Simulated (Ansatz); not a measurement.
One crystal and one scan (energy against volume) at two levels, PBE (plane waves to 420 eV, PAW, scalar-relativistic; Ansatz, an electronic-structure program) and r2SCAN (plane waves to 500 eV, PAW, scalar-relativistic; Ansatz), each from its own relaxed cell and on its own mesh. The cell shown is that of PBE.

TiO2 (rutile)

```
CELL_PARAMETERS angstrom
      4.64353     0.00000     0.00000
      0.00000     4.64353     0.00000
      0.00000     0.00000     2.96370
ATOMIC_POSITIONS crystal
  Ti 0.00000 0.00000 0.00000
  Ti 0.50000 0.50000 0.50000
  O  0.30512 0.30512 0.00000
  O  0.80512 0.19488 0.50000
  O  0.19488 0.80512 0.50000
  O  0.69488 0.69488 0.00000
```

The volume is varied about the relaxed value V₀ at fixed cell shape. The atoms relax within the cell's symmetry.

The energy includes the smearing's −TS. The PAW data are Ansatz's earlier set. TiO2 is run without spin polarisation. TiO2 was relaxed with its symmetry unable to fall. With the shape held, the modulus is that of even scaling; a crystal free to change shape is softer. Percentages come from the unrounded values. Both scans cover V/V₀ from 0.840 to 1.160.

Results of PBE:

```
Item                                                                         Value
---------------------------------------------------------------------------  -----
Lattice constant a (Å)                                                       4.644
Lattice constant c (Å)                                                       2.964
Relaxed volume (Å³/atom)                                                     10.65
Pressure at the smallest volume (GPa)                                         55.3
Energy cost of the largest compression (meV/atom)                            251.1
Energy cost of the largest expansion (meV/atom)                              135.6
Bulk modulus at fixed cell shape B₀ (third-order Birch-Murnaghan fit) (GPa)  211.6
Pressure derivative B₀′ (fit)                                                  4.7
Pressure for 5 % compression (fit) (GPa)                                      12.2
```

Problem. Estimate the r2SCAN values.

Solution. 
```
quantity                                                                     r2SCAN     PBE − r2SCAN
---------------------------------------------------------------------------  ------  ---------------
Lattice constant a (Å)                                                        4.597  +0.047 (+1.0 %)
Lattice constant c (Å)                                                        2.954  +0.010 (+0.3 %)
Relaxed volume (Å³/atom)                                                      10.41   +0.24 (+2.3 %)
Pressure at the smallest volume (GPa)                                          61.3    -6.0 (-9.8 %)
Energy cost of the largest compression (meV/atom)                             272.9   -21.8 (-8.0 %)
Energy cost of the largest expansion (meV/atom)                               150.1   -14.5 (-9.7 %)
Bulk modulus at fixed cell shape B₀ (third-order Birch-Murnaghan fit) (GPa)   237.7    -26.1 (-11 %)
Pressure derivative B₀′ (fit)                                                   4.5      +0.2 (+3 %)
Pressure for 5 % compression (fit) (GPa)                                       13.7     -1.5 (-11 %)
```

PBE gives the higher value for: lattice constant a; lattice constant c; relaxed volume. PBE gives the lower value for: pressure at the smallest volume; energy cost of the largest compression; energy cost of the largest expansion; bulk modulus at fixed cell shape B₀; pressure for 5 % compression. Neither level is exact: the differences show how much the result hangs on the functional.

(A scan under strain: stresses follow from slopes of the energy per volume, elastic moduli from its curvatures.)
